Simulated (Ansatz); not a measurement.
MoSe in the zincblende structure

Method: PBE, scalar-relativistic; collinear spin; PAW, 420 eV, Γ-centred 10×10×10 mesh, 0.05 eV Gaussian smearing; code Ansatz; PAW files: Ansatz's generated set soft_2.

```
CELL_PARAMETERS angstrom
0.00000 2.84052 2.84052
2.84052 0.00000 2.84052
2.84052 2.84052 0.00000
ATOMIC_POSITIONS crystal
Mo 0.00000 0.00000 0.00000
Se 0.25000 0.25000 0.25000
```

The structure was built from a prototype; whether the compound forms in it isn't claimed.

The geometry is fixed. Moments are started on Mo in several ways. q is the propagation vector of an order in a doubled cell, in units of this cell's reciprocal vectors; doubled cells take an equivalent mesh or are counted from a ferromagnetic run in the same cell, unless said otherwise. Energies count from the first row, the state in which the cell was relaxed.

The starts:
- ferromagnetic
- no spin polarisation
- antiparallel, q = (0, 0, 1/2)
- antiparallel, q = (0, 1/2, 1/2)
- small parallel moments

Which start ends lowest, and how far above it lies the solution without spin polarisation?

Lowest, alike within 0.5 meV/atom: ferromagnetic; small parallel moments (which grew into the full parallel moments). Without spin polarisation the energy is 12 meV/atom higher.

```tsv
start	largest typed moment (μB)	ΔE (meV/atom)	gap on the mesh (eV)	P (GPa)	final spin moments (μB)
ferromagnetic	0.97	0.0	metal	-0.1	Mo 0.83
no spin polarisation	0.00	11.7	metal	-1.8	none
antiparallel, q = (0, 0, 1/2)	3.00	6.9	metal	-0.7	Mo 0.67, -0.67
antiparallel, q = (0, 1/2, 1/2)	3.00	5.1	metal	-0.4	Mo 0.73, -0.73
small parallel moments	0.50	0.0	metal	-0.1	Mo 0.83
```

The program noted a lower state or an instability beside: antiparallel, q = (0, 0, 1/2). The lower rows of the table may be what it saw.

The atoms aren't at rest in: antiparallel, q = (0, 0, 1/2) (forces up to 0.12 eV/Å), so relaxing would lower that row.

Without spin polarisation the pressure is 1.7 GPa lower than in the lowest state, so the magnetic solution wants the larger cell.

Only orders that fit these small cells were tried, so the real crystal's order may be another.

Site moments are of spin, integrated over atomic spheres.

A lower state of the open shells can't be excluded.
